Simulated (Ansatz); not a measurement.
The start is a randomly generated symmetric cell of Ti3Al (space group No. 191). A full variable-cell relaxation at zero pressure is run with PBEsol (plane waves to 420 eV, PAW, scalar-relativistic; Ansatz, a quantum-chemistry and plane-wave program). The first steps use a coarse 15×15×3 k-mesh.

Starting cell:
```
CELL_PARAMETERS angstrom
      2.54098     0.00000     0.00000
     -1.27049     2.20055     0.00000
      0.00000     0.00000    14.64421
ATOMIC_POSITIONS crystal
  Al 0.00000 0.00000 0.50000
  Ti 0.00000 0.00000 0.00000
  Ti 0.00000 0.00000 0.12386
  Ti 0.00000 0.00000 0.87614
```

```json
{
 "energy_released": "about 2.0 eV/atom",
 "volume_change": "-16.1 %, from 20.47 to 17.17 Å³/atom",
 "Shortest distances (start → end)": "The closest pairs of elements (up to four, under 3.6 Å), start → end: Ti–Ti 1.81 → 2.68 Å; Al–Al 2.54 → 2.73 Å; Al–Ti 5.51 → 2.65 Å",
 "band_gap_at_the_end": "zero (metallic)",
 "optimiser_moves": "17"
}
```

The end point of the relaxation:

Space group P6/mmm (No. 191); a = 2.7263 Å, b = 2.7263 Å, c = 10.6673 Å, α = 90.00°, β = 90.00°, γ = 120.00°

```
atom  site  symmetry       x       y       z
----  ----  --------  ------  ------  ------
Al      1b     6/mmm  0.0000  0.0000  0.5000
Ti      1a     6/mmm  0.0000  0.0000  0.0000
Ti      2e       6mm  0.0000  0.0000  0.2513
```

Final values are on a 20×20×5 k-mesh of the relaxed cell. The start holds a very short contact (Ti–Ti 1.81 Å). No spin polarisation in the result.

The run could not lower the symmetry of its start; a shaken copy of this end point relaxes with PBEsol to R3m (No. 160), 0.49 eV/atom lower.

The relaxed structure here is a generated cell of Ti3Al: the first start was made by a random draw of sites in a space group, and the end was not matched to a known phase here, so it may be hypothetical. Known forms of Ti3Al include space group No. 194.
